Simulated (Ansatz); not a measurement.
Field gradients of Bi2S3 from run to run

Cell of run 1: a computed structure from the Materials Project (it need not be an observed phase), taken as it stands.

```cif
data_Bi2S3
_symmetry_space_group_name_H-M 'Pnma'
_symmetry_Int_Tables_number 62
_cell_length_a 11.5936
_cell_length_b 3.9978
_cell_length_c 11.1606
_cell_angle_alpha 90.000
_cell_angle_beta 90.000
_cell_angle_gamma 90.000
loop_
_atom_site_label
_atom_site_type_symbol
_atom_site_symmetry_multiplicity
_atom_site_Wyckoff_symbol
_atom_site_fract_x
_atom_site_fract_y
_atom_site_fract_z
Bi1 Bi 4 c 0.0176 0.2500 0.3263
Bi5 Bi 4 c 0.1565 0.7500 0.0326
S9 S 4 c 0.4518 0.7500 0.3712
S13 S 4 c 0.1216 0.7500 0.4436
S17 S 4 c 0.7106 0.2500 0.3087
```

One atom of each set is listed.

All runs are DFT with Ansatz 0.2.0 (plane waves and PAW, scalar-relativistic unless spin–orbit coupling is named, Γ-centred meshes, Fermi–Dirac smearing where given) in this cell.

Run 1: PBE, atoms as given; 420 eV, 3×7×3 k-points, smearing 0.02 eV.
Run 2: r2SCAN, atoms as given; 500 eV, 3×7×3 k-points, smearing 0.02 eV.
Run 3: LDA, atoms as given; 420 eV, 3×7×3 k-points, smearing 0.02 eV.

```
run   Bi1 V_zz (η)  Bi5 V_zz (η)  S9 V_zz (η)
  1  -11.00 (0.79)  -21.9 (0.11)  4.92 (0.82)
  2  -12.61 (0.81)  -25.0 (0.11)  5.31 (0.73)
  3              ?             ?            ?
```

V_zz in 10²¹ V/m²; 3 of the 5 sets of like atoms are followed.

(1) Estimate the row of run 3.

Results:

(1) Bi1: -10.49 (0.78); Bi5: -21.0 (0.12); S9: 5.06 (0.79). It lies nearest to run 1, from whose tensors on these sites it differs by 0.88 at most (largest principal value of the difference, on Bi5).

Leaving out spin–orbit coupling shifts gradients on Bi by a few per cent, and by more where contributions nearly cancel.
